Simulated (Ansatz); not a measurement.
InSb:
```xyz
4
Lattice="4.2607 0.0000 0.0000 -2.1304 3.6899 0.0000 0.0000 0.0000 7.4585" Properties=species:S:1:pos:R:3 pbc="T T T"
In     0.0000     0.0000     0.0000
In     0.0000     0.0000     3.7293
Sb     0.0000     2.4599     1.8646
Sb     2.1304     1.2300     5.5939
```

Relaxed with PBE. Special points in fractions of this cell's reciprocal vectors: Γ (0.000, 0.000, 0.000); M (0.500, 0.000, 0.000); K (0.333, 0.333, 0.000); A (0.000, 0.000, 0.500); L (0.500, 0.000, 0.500); H (0.333, 0.333, 0.500).

Question: List the band energies nearest the Fermi level at these points for plane-wave PAW PBE with spin–orbit coupling (Ansatz code).

Answer: In eV from the Fermi level; about four levels below and three above (degenerate sets whole), none deeper than 8.9 eV; points with the same levels are listed once.

```
k                    below                above
-  -----------------------  -------------------
Γ  -0.91 -0.91 -0.72 -0.72  0.04 0.04 0.30 0.30
M  -3.23 -3.23 -1.79 -1.79  0.25 0.25 1.03 1.03
K  -2.32 -2.32 -2.17 -2.17  4.00 4.00 4.74 4.74
A  -4.33 -4.33 -4.33 -4.33  0.07 0.07 0.07 0.07
L  -0.64 -0.64 -0.64 -0.64  3.09 3.09 3.09 3.09
H  -0.28 -0.28 -0.17 -0.17  0.17 0.17 0.26 0.26
```

Space group P6_3/mmc (NiAs type). The start of the workflow was typed in or built on a structure type; neither database checked (COD, Materials Project) lists it. It is not the phase usual at ambient conditions (space group No. 216). The cell was relaxed with PBE under the symmetry of its start; whether a distortion lowers the energy is not shown.

Potentials: the later of the program's two PAW sets.
